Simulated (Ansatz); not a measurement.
AlAg, first-principles data

AlAg (rock salt, Fm-3m), a = b = c = 5.3197 Å, α = β = γ = 90.00°; the cell used has 2 atoms.

Space group Fm-3m (No. 225), rock salt; conventional cell a = b = c = 5.3197 Å, α = β = γ = 90.00°.

Method: plane-wave PAW PBEsol (Ansatz code). Geometry: relaxed at this level of theory. Other levels are named where they apply.

Cell and energy:

```json
{
 "volume_per_atom": "18.82 Å³",
 "density": "5.95 g/cm³",
 "Formation energy from the elements (no fitted shifts)": "0.26 eV/atom"
}
```

Electronic structure:

```json
{
 "electronic_character": "metallic (no gap)",
 "Density of states at the Fermi level": "0.39 states/eV per atom (mean over ±0.08 eV)",
 "Gap with spin–orbit coupling": "none (metallic)"
}
```

Mechanics:

```json
{
 "Bulk modulus (Birch–Murnaghan fit)": "76.0 GPa",
 "Pressure derivative B′": "5.0",
 "Elastic constants (relaxed ions, GPa)": "C11 = 141, C12 = 44.4, C44 = -14.8",
 "mechanical_stability": "unstable (C has a negative eigenvalue)"
}
```

Phonons:

```json
{
 "highest_zone_centre_frequency": "5.96 THz",
 "zone_centre_stability": "no imaginary mode at Γ"
}
```

The start of the workflow was typed in or built on a structure type; neither database checked (COD, Materials Project) lists it. Whether it is the stable phase at ambient conditions was not checked. Symmetry was held in the PBEsol relaxation. No spin polarisation was allowed. The volume moved by 18 % from the start of the relaxation. Its formation energy is positive at this level, so the cell may be metastable or incomplete. As this level gives no gap, shear constants depend on the k-mesh and smearing (Fermi–Dirac, 0.1 eV here). As this level gives no gap, phonon frequencies hold no LO–TO term and depend on the k-mesh and smearing (Fermi–Dirac, 0.1 eV here). The references are the lowest solids computed at this level, not always the standard phases. Spin–orbit coupling is left out wherever it is not named.

Potentials: the earlier of the program's two PAW sets. The files were generated under PBE; for other functionals the program regenerates the frozen cores, and for LDA and PBEsol the local potential too.
